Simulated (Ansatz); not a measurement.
C2NiS2:
```yaml
crystal:
  lattice:
    - [8.50763, 0.00000, 0.00000]
    - [-4.25382, 7.36782, 0.00000]
    - [0.00000, 0.00000, 3.46460]
  atoms:
    - { symbol: C, position: [0.18979, 0.09489, 0.00000] }
    - { symbol: C, position: [0.90511, 0.09489, 0.00000] }
    - { symbol: C, position: [0.90511, 0.81021, 0.00000] }
    - { symbol: C, position: [0.81021, 0.90511, 0.00000] }
    - { symbol: C, position: [0.09489, 0.90511, 0.00000] }
    - { symbol: C, position: [0.09489, 0.18979, 0.00000] }
    - { symbol: S, position: [0.42187, 0.21093, 0.00000] }
    - { symbol: S, position: [0.78907, 0.21093, 0.00000] }
    - { symbol: S, position: [0.78907, 0.57813, 0.00000] }
    - { symbol: S, position: [0.57813, 0.78907, 0.00000] }
    - { symbol: S, position: [0.21093, 0.78907, 0.00000] }
    - { symbol: S, position: [0.21093, 0.42187, 0.00000] }
    - { symbol: Ni, position: [0.50000, 0.00000, 0.00000] }
    - { symbol: Ni, position: [0.00000, 0.50000, 0.00000] }
    - { symbol: Ni, position: [0.50000, 0.50000, 0.00000] }
```

Relaxed with r²SCAN+D4. Special points in fractions of this cell's reciprocal vectors: Γ (0.000, 0.000, 0.000); M (0.500, 0.000, 0.000); K (0.333, 0.333, 0.000); A (0.000, 0.000, 0.500); L (0.500, 0.000, 0.500); H (0.333, 0.333, 0.500).

### Question
List the band energies nearest the Fermi level at these points for r²SCAN+D4 in the plane-wave PAW code Ansatz.

### Answer
In eV from the Fermi level; about four levels below and three above (degenerate sets whole), none deeper than 8.9 eV; points with the same levels are listed once.

```
k                    below                above
-  -----------------------  -------------------
Γ  -1.37 -0.35 -0.35 -0.14       1.05 1.05 2.22
M  -0.74 -0.71 -0.29 -0.06       0.13 0.58 0.77
K  -1.60 -0.71 -0.64 -0.64       0.12 0.17 0.17
A  -0.76 -0.76 -0.12 -0.12  0.01 0.01 2.23 2.23
L  -0.81 -0.81 -0.66 -0.62       0.06 0.98 1.06
H  -1.09 -0.72 -0.72 -0.60       0.43 0.77 0.77
```

Space group P6/mmm. The cell is a constructed one: a structure type filled with these elements; neither database checked (COD, Materials Project) lists it. Whether it is the stable phase at ambient conditions was not checked. Symmetry was held in the r²SCAN+D4 relaxation; whether a distortion lowers the energy is not shown. No spin polarisation was allowed.

Potentials: the later of the program's two PAW sets.
